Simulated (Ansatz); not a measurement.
K:
```
CELL_PARAMETERS angstrom
     -2.66216     2.66216     2.66216
      2.66216    -2.66216     2.66216
      2.66216     2.66216    -2.66216
ATOMIC_POSITIONS crystal
  K  0.00000 0.00000 0.00000
```

Relaxed with r²SCAN+D4. Special points in fractions of this cell's reciprocal vectors: Γ (0.000, 0.000, 0.000); H (0.500, -0.500, 0.500); N (0.000, 0.000, 0.500); P (0.250, 0.250, 0.250).

Problem. List the band energies nearest the Fermi level at these points for the program Ansatz at the r²SCAN+D4 level (PAW).

Solution. In eV from the Fermi level; about four levels below and three above (degenerate sets whole), none deeper than 8.9 eV; points with the same levels are listed once.

```json
[
 {"k": "Γ", "below": "-2.29", "above": "4.70 4.70 4.70"},
 {"k": "H", "below": "–", "above": "1.77 1.77 3.67 3.67 3.67"},
 {"k": "N", "below": "–", "above": "0.55 0.60 3.46"},
 {"k": "P", "below": "–", "above": "1.51 1.51 1.51"}
]
```

Space group Im-3m (bcc (W type)). The r²SCAN+D4 relaxation kept the symmetry of its start. The pairwise dispersion correction was not fitted to metals.

Potentials: the earlier of the program's two PAW sets.
